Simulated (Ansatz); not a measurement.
GaN (zinc blende)

```
CELL_PARAMETERS angstrom
      0.00000     2.24896     2.24896
      2.24896     0.00000     2.24896
      2.24896     2.24896     0.00000
ATOMIC_POSITIONS crystal
  N  0.75000 0.75000 0.75000
  Ga 0.00000 0.00000 0.00000
```

E(V) scan at fixed shape, V₀ the volume above. Symmetry pins the atoms to their sites.

These are r2SCAN (plane waves to 500 eV, PAW, scalar-relativistic; Ansatz, a first-principles code) values and carry that method's errors. k mesh 13×13×13 (Γ-centred), Fermi-Dirac smearing 0.05 eV. E stands for the smeared free energy. Compression counts positive. GaN was relaxed with its symmetry unable to fall. ΔE is measured from the relaxed starting cell.

Task: Predict the ΔE (eV/atom) and P (GPa) at V/V₀ = 0.900, 0.933, 0.950, 1.017, 1.067, 1.083.

Result: 
| V/V₀ | ΔE (eV/atom) | P (GPa) |
|---|---|---|
| 0.900 | 0.0840 | 25.9 |
| 0.933 | 0.0350 | 15.7 |
| 0.950 | 0.0191 | 11.3 |
| 1.017 | 0.0019 | -3.1 |
| 1.067 | 0.0277 | -11.0 |
| 1.083 | 0.0420 | -13.2 |

(Under strain, the slope of the energy per volume gives the stress and its curvature an elastic modulus.)
